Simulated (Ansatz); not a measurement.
Pt$_{3}$Pb:
```cif
data_PbPt3
_chemical_formula_sum 'Pt3 Pb1'
_space_group_name_H-M_alt 'Pm-3m'
_space_group_IT_number 221
_space_group_name_Hall '-P 4 2 3'
_cell_length_a 4.09308
_cell_length_b 4.09308
_cell_length_c 4.09308
_cell_angle_alpha 90.000
_cell_angle_beta 90.000
_cell_angle_gamma 90.000
loop_
_atom_site_label
_atom_site_type_symbol
_atom_site_symmetry_multiplicity
_atom_site_Wyckoff_symbol
_atom_site_fract_x
_atom_site_fract_y
_atom_site_fract_z
_atom_site_occupancy
Pt1 Pt 3 c 0.00000 0.50000 0.50000 1
Pb1 Pb 1 a 0.00000 0.00000 0.00000 1
```

Relaxed with r²SCAN.

Task: Tabulate the valence density and the electron localisation function along the shortest Pt–Pb contact (2.89 Å), plane-wave PAW r²SCAN (Ansatz code).

Result: 

| distance from Pt (Å) | density (e/Å³) | ELF |
|---|---|---|
| 0.29 | 10.26 | 0.67 |
| 0.43 | 8.23 | 0.67 |
| 0.58 | 5.68 | 0.64 |
| 0.72 | 3.28 | 0.57 |
| 0.87 | 1.61 | 0.47 |
| 1.01 | 0.81 | 0.37 |
| 1.16 | 0.49 | 0.30 |
| 1.30 | 0.34 | 0.27 |
| 1.45 | 0.29 | 0.24 |
| 1.59 | 0.31 | 0.23 |
| 1.74 | 0.41 | 0.26 |
| 1.88 | 0.63 | 0.32 |
| 2.03 | 1.11 | 0.36 |
| 2.17 | 2.05 | 0.31 |
| 2.32 | 3.54 | 0.17 |
| 2.46 | 5.54 | 0.05 |
| 2.60 | 7.82 | 0.01 |

The density is the valence pseudo-density with augmentation charge, so density and ELF within about 1 Å of a nucleus are not all-electron values.

The workflow started from an entry of the Crystallography Open Database (COD). Its standing as an ambient phase is unchecked. The cell was relaxed with r²SCAN under the symmetry of its start; whether a distortion lowers the energy is not shown. The run is not spin-polarised. Spin–orbit coupling is left out wherever it is not named.

Potentials: the later of the program's two PAW sets.
